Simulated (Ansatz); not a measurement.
## Notes on SrWI

```
Sr W I
1.0
     4.60059    0.00000    0.00000
     0.00000    4.60059    0.00000
     0.00000    0.00000    8.89384
Sr W I
2 2 2
Direct
  0.00000 0.50000 0.20000
  0.50000 0.00000 0.80000
  0.00000 0.00000 0.00000
  0.50000 0.50000 0.00000
  0.00000 0.50000 0.70000
  0.50000 0.00000 0.30000
```

The numbers come from plane-wave PAW DFT (Ansatz): PBE, no spin polarisation, 420 eV, 7×7×4 Γ-centred k points, fermi-dirac occupations (width 0.1 eV). Nothing was relaxed.

Question: How is the charge shared?

Answer: Bader charges in e: Sr +1.07, W -0.43, I -0.64. In the mean Sr gives up most and I takes most.

Question: Is there a gap?

Answer: It is a metal, with about 11 states/eV a cell as the mean within 0.25 eV of the Fermi level, mostly W d (70 %).

Question: What do density and ELF say about some of the short contacts?

Answer: Sr–W at 2.91 Å: least valence density 0.23 e/Å³ and ELF 0.15 there. W–W at 3.25 Å: least valence density 0.24 e/Å³ and ELF 0.50 there. Sr–I at 3.37 Å: least valence density 0.11 e/Å³ and ELF 0.07 there. Both are smooth PAW fields, read partly inside the augmentation spheres.

Question: What does the stress say?

Answer: The pressure is 3.9 GPa (compression positive), so with the atoms held at these fractions the cell would first expand; the forces are large, so a full relaxation may end otherwise. The principal stresses -1.0, -1.0, 13.9 GPa differ, so its shape would change too.

Origin: a known structure type with other elements, at an estimated volume, so it need not be a known compound. Caveats: many states at the Fermi level without spin polarisation, so a magnetic state may lie lower; atoms or cell far from equilibrium.
